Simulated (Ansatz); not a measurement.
Data:

Relaxed SiC (wurtzite):

```
CELL_PARAMETERS angstrom
      3.07590     0.00000     0.00000
     -1.53795     2.66381     0.00000
      0.00000     0.00000     5.04769
ATOMIC_POSITIONS crystal
  Si 0.66667 0.33333 0.00051
  Si 0.33333 0.66667 0.50051
  C  0.66667 0.33333 0.62469
  C  0.33333 0.66667 0.12469
```

In this cell atom 2 (Si, nearest neighbour C at 1.883 Å; its periodic images, 3.1 Å or more away, move with it) is moved by s along Cartesian z, unit vector (0.000, 0.000, 1.000); all other atoms and the cell stay fixed.

Level of theory: PBEsol (plane waves to 420 eV, PAW, scalar-relativistic; Ansatz, an electronic-structure program). k mesh 10×10×5 (Γ-centred), Fermi-Dirac smearing 0.05 eV. The energy includes the smearing's −TS. SiC was relaxed with its symmetry unable to fall. ΔE is measured from the undisplaced structure.

The scan covers s from -0.190 to 0.190 Å in 11 points.

Is the energy the same for displacements of ±0.190 Å, and if not, which side lies higher?

Not even: the negative side lies higher at ±0.190 Å. With its periodic images moving along, the atom's site symmetry in this cell is 3m..

What is the energy change at s = 0.190 Å?

395 meV/cell.

What force acts on the atom along the line at s = -0.190 Å?

6.95 eV/Å.

What is the force constant k = d²E/ds² of this move at s = 0?

27.0 eV/Å².

(For displaced atoms, the force is minus the slope of the energy, and its curvature is a force constant, which sets phonon frequencies.)
